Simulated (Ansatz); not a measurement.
TlBr:
```yaml
crystal:
  lattice:
    - [4.56180, 0.00000, 0.00000]
    - [-2.28090, 3.95063, 0.00000]
    - [0.00000, 0.00000, 4.29596]
  atoms:
    - { symbol: Tl, position: [0.00000, 0.00000, 0.00000] }
    - { symbol: Br, position: [0.66667, 0.33333, 0.50000] }
```

Relaxed with PBE+D3(BJ). Special points in fractions of this cell's reciprocal vectors: Γ (0.000, 0.000, 0.000); M (0.500, 0.000, 0.000); K (0.333, 0.333, 0.000); A (0.000, 0.000, 0.500); L (0.500, 0.000, 0.500); H (0.333, 0.333, 0.500).

**Question.** List the band energies nearest the valence-band maximum at these points for PBE+D3(BJ) with spin–orbit coupling in the plane-wave PAW code Ansatz.

**Answer.** In eV from the valence-band maximum; about four levels below and three above (degenerate sets whole), none deeper than 8.9 eV; points with the same levels are listed once.

| k | below | above |
|---|---|---|
| Γ | -1.30 -1.30 -1.17 -1.17 | 4.20 4.20 5.52 5.52 |
| M | -1.17 -1.17 -0.81 -0.81 | 2.53 2.53 4.93 4.93 |
| K | -1.20 -1.11 -0.23 0.00 | 2.47 3.41 3.61 |
| A | -0.97 -0.97 -0.02 -0.02 | 2.10 2.10 4.84 4.84 |
| L | -2.24 -2.24 -1.26 -1.26 | 3.24 3.24 4.17 4.17 |
| H | -2.40 -2.20 -1.77 -1.55 | 1.87 2.65 4.22 |

Space group P-6m2. The cell is a constructed one: a structure type filled with these elements; neither database checked (COD, Materials Project) lists it. COD files the formula under space group No. 221, so this cell is another polymorph or a model. Its standing as an ambient phase is unchecked. Symmetry was held in the PBE+D3(BJ) relaxation; phonons on a q-mesh show no instability.

Potentials: the later of the program's two PAW sets.
